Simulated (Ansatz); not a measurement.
The cell below belongs to a search over invented structures; it isn't taken from experiment.

Input and command of a plane-wave DFT calculation in Ansatz:

```yaml
crystal:
  lattice:
    - [-1.82294052, 1.82294052, 12.89013606]
    - [1.82294052, -1.82294052, 12.89013606]
    - [1.82294052, 1.82294052, -12.89013606]
  atoms:
    - { symbol: Ga, position: [0.6, 0.6, 0.0] }
    - { symbol: Ga, position: [0.2, 0.2, 0.0] }
    - { symbol: Ga, position: [0.8, 0.8, 0.0] }
    - { symbol: Ga, position: [0.4, 0.4, 0.0] }
    - { symbol: Ga, position: [0.0, 0.0, 0.0] }
    - { symbol: As, position: [0.95, 0.45, 0.5] }
    - { symbol: As, position: [0.55, 0.05, 0.5] }
    - { symbol: "N", position: [0.15, 0.65, 0.5] }
    - { symbol: "N", position: [0.75, 0.25, 0.5] }
    - { symbol: "N", position: [0.35, 0.85, 0.5] }
basis:
  ecutwfc: 420
kpoints:
  mp_grid: { grid: [6, 6, 6] }
hamiltonian:
  xc: pbe
scf:
  occupations: { method: gaussian, width: 0.1 }
  lower_state_search: "off"
output:
  forces: true
  stress: true
  eigenvalues: true
relax:
  adjacent_minimum: "off"
  f_tol: 0.04
  max_steps: 70
  cell: { stress_tol: 0.4 }
```

```bash
ansatz run input.yaml --threads 4 --pin off --max-ram 8192MiB --backend cpu --events-out ev --progress --plain --runs-dir out
```

Processor: Intel(R) Xeon(R) Processor @ 2.50GHz (Skylake/Cascade Lake), 4 threads, on a host shared with other jobs.

Q: How long does it run, and how much memory does it take?

A: About 2.6 min, peak memory 0.74 GiB. It solves 66 bands at 30 k points (after reduction by symmetry) with about 3049 plane waves (on the last cell), in 61 SCF iterations over 8 ionic steps.
